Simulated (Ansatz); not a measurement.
LiYSe2:
```xyz
4
Lattice="2.0311 1.1726 6.4922 -2.0311 1.1726 6.4922 0.0000 -2.3453 6.4922" Properties=species:S:1:pos:R:3 pbc="T T T"
Li     0.0000     0.0000     9.7383
Y      0.0000     0.0000     0.0000
Se     0.0000     0.0000    14.6191
Se     0.0000     0.0000     4.8575
```

Relaxed with r²SCAN.

**Question.** Give the Bader charges and basin volumes of the independent atoms, r²SCAN in the plane-wave PAW code Ansatz.

**Answer.** 

| atom | Bader charge (e) | Bader volume (Å³) |
|---|---|---|
| Li1 | +0.91 | 4.1 |
| Y2 | +1.96 | 14.9 |
| Se3 | -1.44 | 36.9 |

Space group R-3m. The workflow started from a Materials Project entry (that database holds measured and hypothetical structures alike); the Crystallography Open Database copy checked does not list it. With Li and Y taken as one species the cell has the higher symmetry Fm-3m, so it may be an ordered model of a mixed-site phase. Whether it is the stable phase at ambient conditions was not checked. Symmetry was held in the r²SCAN relaxation; whether a distortion lowers the energy is not shown. The run is not spin-polarised.

Potentials: the later of the program's two PAW sets.
